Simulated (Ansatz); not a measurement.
Input and command of a plane-wave DFT calculation in Ansatz:

```yaml
crystal:
  lattice:
    - [3.1850169551, 0.0, 0.0]
    - [-1.5925084776, 2.7583055946, 0.0]
    - [0.0, 0.0, 12.2635286994]
  atoms:
    - { symbol: W, position: [0.3333333333, 0.6666666667, 0.25] }
    - { symbol: W, position: [0.6666666667, 0.3333333333, 0.75] }
    - { symbol: S, position: [0.3333333333, 0.6666666667, 0.6203061686] }
    - { symbol: S, position: [0.6666666667, 0.3333333333, 0.1203061686] }
    - { symbol: S, position: [0.3333333333, 0.6666666667, 0.8796938314] }
    - { symbol: S, position: [0.6666666667, 0.3333333333, 0.3796938314] }
basis:
  ecutwfc: 420
kpoints:
  mp_grid: { grid: [12, 12, 4] }
hamiltonian:
  xc: pbe
  dispersion: d3bj
scf:
  occupations: { method: gaussian, width: 0.02 }
output:
  forces: true
  stress: true
  eigenvalues: true
relax:
  adjacent_minimum: "off"
  f_tol: 0.01
  max_steps: 30
  cell: { stress_tol: 0.1, fix: [volume] }
```

```bash
ansatz run input.yaml --threads 2 --pin off --max-ram 5120MiB --backend cpu --events-out ev --progress --plain --runs-dir out
```

Processor: Intel(R) Xeon(R) 6975P-C (Granite Rapids), 2 threads, on a host shared with other jobs.

How long does it run, and how much memory does it take?

About 12 s on 2 threads of Intel(R) Xeon(R) 6975P-C (Granite Rapids) (shared host), peak memory 0.56 GiB. It solves 32 bands at 57 k points (the mesh reduced by the symmetry that the task leaves, which can be less than the crystal's) with about 2069 plane waves, in 25 SCF iterations over 5 ionic steps.
